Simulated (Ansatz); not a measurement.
One crystal and one scan (energy over volume and axial ratio) at two levels, PBE (plane waves to 420 eV, PAW, scalar-relativistic; Ansatz, a first-principles code) and r2SCAN (plane waves to 500 eV, PAW, scalar-relativistic; Ansatz), each from its own relaxed cell and on its own mesh. The cell shown is that of PBE.

BN (zinc blende)

```
BN
1.0
    0.00000     1.81236     1.81236
    1.81236     0.00000     1.81236
    1.81236     1.81236     0.00000
N B
1 1
Cartesian
  2.71854   2.71854   2.71854
  0.00000   0.00000   0.00000
```

The relaxed cell is deformed in two ways at once: its volume V is scaled, and at that volume it is stretched along z (the c axis of the conventional cell) so that c/a changes. Fractional atomic positions are held.

Energies are smeared free energies. BN was relaxed with its symmetry unable to fall. Percentages come from the unrounded values.

| quantity | PBE | r2SCAN | PBE − r2SCAN |
|---|---|---|---|
| Lattice constant a (Å) | 3.625 | 3.610 | +0.015 (+0.4 %) |
| Band gap of the relaxed cell, no spin-orbit coupling (eV) | 4.46 | 5.00 | -0.54 (-11 %) |
| Shear modulus C′ = (C11 − C12)/2 (fit, atoms clamped) (GPa) | 305 | 324 | -19 (-5.8 %) |

PBE gives the higher value for: lattice constant a. PBE gives the lower value for: band gap of the relaxed cell, no spin-orbit coupling; shear modulus C′. Neither level is exact: the differences show how much the result hangs on the functional.

(A scan under strain: stresses follow from slopes of the energy per volume, elastic moduli from its curvatures.)
